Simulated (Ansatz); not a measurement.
BiRh (NiAs type)

```
BiRh
1.0
    4.12992     0.00000     0.00000
   -2.06496     3.57662     0.00000
    0.00000     0.00000     5.69239
Bi Rh
2 2
Direct
  0.33333   0.66667   0.25000
  0.66667   0.33333   0.75000
  0.00000   0.00000   0.50000
  0.00000   0.00000   0.00000
```

The slice is a (1 -1 0 0) plane (indices of the conventional cell) through the point (0.000, 0.000, 0.000) (fractional), spanned by u = [110] and v = [001] in vectors of this cell: u (4.13 Å) and v (5.69 Å, at 90° to u). It covers one period; positions are fractions (u, v).

These are r2SCAN (plane waves to 500 eV, PAW, scalar-relativistic; Ansatz, a first-principles code) values and carry that method's errors. k mesh 13×13×8. These are valence fields of a PAW run, semicore shells included where kept as valence: close to a nucleus they are smooth pseudo fields. BiRh is run without spin polarisation. BiRh was relaxed with its symmetry unable to fall. Spin-orbit coupling is left out, though Bi is heavy.

Three fields on this plane, each scaled to ten steps between its own extremes (0 low, 9 high; the total valence density on a logarithmic scale, the potential cut 8 eV below its top; x marks points blanked near nuclei; v = 0 in the bottom row):

Map A
```
|xxxxx06899999860xxxx|
|xxxxx27888888872xxxx|
|xxxx0578776778750xxx|
|xxx046776545677640xx|
|00257776422246777520|
|55688875310135788865|
|77899875200025789987|
|55688875310135788865|
|00257776422246777520|
|xxx046776545677640xx|
|xxxx0578776778750xxx|
|xxxxx27888888872xxxx|
|xxxxx06899999860xxxx|
|xxxxx06899999860xxxx|
|xxxxx06899999860xxxx|
|xxxxx27888888872xxxx|
|xxxx0578776778750xxx|
|xxx046776545677640xx|
|00257776422246777520|
|55688875310135788865|
|77899875200025789987|
|55688875310135788865|
|00257776422246777520|
|xxx046776545677640xx|
|xxxx0578776778750xxx|
|xxxxx27888888872xxxx|
|xxxxx06899999860xxxx|
|xxxxx06899999860xxxx|
```

Map B
```
|xxxxx42221012224xxxx|
|xxxxx32343334323xxxx|
|xxxx4245666665424xxx|
|xxx313578888875313xx|
|21002578999998752001|
|11124799999999974211|
|43346899999999986433|
|11124799999999974211|
|21002578999998752001|
|xxx313578888875313xx|
|xxxx4245666665424xxx|
|xxxxx32343334323xxxx|
|xxxxx42221012224xxxx|
|xxxxx42210001224xxxx|
|xxxxx42221012224xxxx|
|xxxxx32343334323xxxx|
|xxxx4245666665424xxx|
|xxx313578888875313xx|
|21002578999998752001|
|11124799999999974211|
|43346899999999986433|
|11124799999999974211|
|21002578999998752001|
|xxx313578888875313xx|
|xxxx4245666665424xxx|
|xxxxx32343334323xxxx|
|xxxxx42221012224xxxx|
|xxxxx42210001224xxxx|
```

Map C
```
|xxxxx95210001259xxxx|
|xxxxx84211111248xxxx|
|xxxx9643222223469xxx|
|xxx975333333333579xx|
|99865433444443345689|
|66543334455544333456|
|55433334455544333345|
|65543334455544333455|
|99865433444443345689|
|xxx975333333333579xx|
|xxxx9643222223469xxx|
|xxxxx84211111248xxxx|
|xxxxx95210001259xxxx|
|xxxxx95210001259xxxx|
|xxxxx95210001259xxxx|
|xxxxx84211111248xxxx|
|xxxx9643222223469xxx|
|xxx975333333333579xx|
|99865433444443345689|
|65543334455544333455|
|55433334455544333345|
|66543334455544333456|
|99865433444443345689|
|xxx975333333333579xx|
|xxxx9643222223469xxx|
|xxxxx84211111248xxxx|
|xxxxx95210001259xxxx|
|xxxxx95210001259xxxx|
```

**Question.** Assign the maps to these fields: electron localisation function (ELF); valence electron density; electrostatic potential energy of an electron, from the cell's mean.

**Answer.** A is the electrostatic potential energy of an electron, from the cell's mean; B is the electron localisation function (ELF); C is the valence electron density.
